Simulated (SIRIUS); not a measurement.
**Moving the choice of potentials or basis in HPbNO4**

```
CELL_PARAMETERS angstrom
3.85707 0.00178 -0.03658
0.17353 4.33436 -0.01647
0.75803 0.83873 5.87662
ATOMIC_POSITIONS crystal
H 0.61511 0.89559 0.19844
Pb 0.64597 0.44651 0.91685
N 0.71474 0.23810 0.50058
O 0.16958 0.47007 0.77768
O 0.62919 0.97045 0.49845
O 0.56424 0.92583 0.03849
O 0.78022 0.42250 0.31951
```

The cell comes from a database or a generator and needn't be the stable form of this composition.

Kept alike: task single point; functional PBE; k mesh 3 × 3 × 2; occupations fermi-dirac, width 0.05 eV; no spin polarisation. Program: SIRIUS. Cutoffs run from 557 to 1254 eV. The mesh is that of the run's cell of 7 atoms. No spin-orbit coupling.

| choice of potentials or basis | pressure (GPa) |
| --- | --- |
| GBRV 1.5 PBE (ultrasoft) | 0.41 |
| JTH 2.0 PBE (PAW) | -0.06 |
| PseudoDojo 0.4.1 PBE standard (scalar relativistic) | 0.38 |
| SSSP 1.3.0 PBE efficiency | 0.26 |
| in-house norm-conserving set, PBE (scalar relativistic) | 0.14 |

The k mesh is coarse, so the values aren't converged. Pressure is positive in compression; the values hold the error of the finite cutoff, so their zero can differ a little from the energy's minimum.

Q: What does the choice of potentials or basis change here?

A: The pressure runs from -0.06 (JTH 2.0 PBE (PAW)) to 0.41 GPa (GBRV 1.5 PBE (ultrasoft)).
